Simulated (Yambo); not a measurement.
FeP₂ (space group Pnnm, No. 58): a test of whether the lowest BSE state is resolved, against the k mesh (Yambo, PBEsol bands; otherwise 12 valence and 6 conduction bands, static screening with 53 bands and a 3 Ry block, scissor 0.20 eV, Tamm-Dancoff).

```tsv
k mesh	direct gap (eV)	lowest state (eV)	difference (eV)	k points taking part	rough cost
2×2×4	1.12	0.99	0.13	3.4	about 1/40
4×4×6	0.90	0.82	0.08	4.1	about 1/3
4×4×8	0.83	0.75	0.07	4.1	within a factor of two
6×4×8	0.83	0.83	-0.01	4.0	1
```

The last step moves the difference by 0.08 eV. Even the densest mesh doesn't resolve the state: none of these energies is a result, and the difference is no binding energy.

The meshes don't all hold the same k points, as the direct gap shows, so the steps mix sampling with density. These are vertical excitations (zero momentum); the indirect quasiparticle gap, about 0.40 eV, is smaller than the direct one (1.12 eV on the GW mesh). The scissor comes from a G0W0 run whose convergence isn't established; costs are rough.

Geometry of the Materials Project entry, not relaxed at this level; primitive cell a = 4.9182 Å, b = 5.6270 Å, c = 2.7154 Å, α = β = γ = 90.00°.

The structure is a Materials Project entry; no match was found in the copy of COD used, and its stability was not checked.

The runs are not spin-polarised; magnetic order was not tried.
